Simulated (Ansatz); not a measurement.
Relaxed-ion elastic tensor of CaTiO₃ in space group R3c (No. 161; Ca on 6a, Ti on 6a, O on 18b) in GPa (Voigt order), the program Ansatz at the PBEsol level (PAW); density 4.03 g/cm³, 11.22 Å³ per atom.

|  | 1 | 2 | 3 | 4 | 5 | 6 |
|---|---|---|---|---|---|---|
| 1 | 317 | 134 | 80.6 | 19.2 | 0.0 | 0.0 |
| 2 | 134 | 317 | 80.6 | -19.2 | 0.0 | 0.0 |
| 3 | 80.6 | 80.6 | 192 | 0.0 | 0.0 | 0.0 |
| 4 | 19.2 | -19.2 | 0.0 | 64.6 | 0.0 | 0.0 |
| 5 | 0.0 | 0.0 | 0.0 | 0.0 | 64.6 | 19.2 |
| 6 | 0.0 | 0.0 | 0.0 | 0.0 | 19.2 | 91.6 |

Problem. Is the crystal mechanically stable?

Solution. Yes: the smallest eigenvalue of C is 54.7 GPa.

Problem. Work out the Voigt, Reuss and Hill averages.

Solution. K_V = 157, K_R = 144, K_H = 151; G_V = 79.6, G_R = 72.4, G_H = 76.0 GPa.

Problem. Give Young's modulus, Poisson's ratio, Pugh's ratio and the universal anisotropy index.

Solution. E = 9KG/(3K + G) = 195 GPa; ν = 0.28; K/G = 1.98 (ductile by the Pugh limit of 1.75); A_U = 5G_V/G_R + K_V/K_R − 6 = 0.60.

Problem. Estimate the sound speeds and the Debye temperature.

Solution. v_l = √((K + 4G/3)/ρ) = 7910 m/s, v_t = √(G/ρ) = 4340 m/s, mean 4840 m/s; Θ = (h/k)(3n/4πV)^(1/3) v_m = 644 K.

Problem. How much does each axis shrink under pressure?

Solution. Linear compressibilities β_i = Σ_j S_ij (j = 1 to 3): x 1.5, y 1.5, z 3.9 per TPa.

The start of the workflow was typed in or built on a structure type; neither database checked (COD, Materials Project) lists it. COD files the formula under space group No. 11, 62, 65, 140, 221, so this cell is another polymorph or a model. Its standing as an ambient phase is unchecked. The PBEsol relaxation kept the symmetry of its start; phonons on a q-mesh show no instability. The workflow began spin-polarised and lost its moments.

Potentials: the later of the program's two PAW sets.
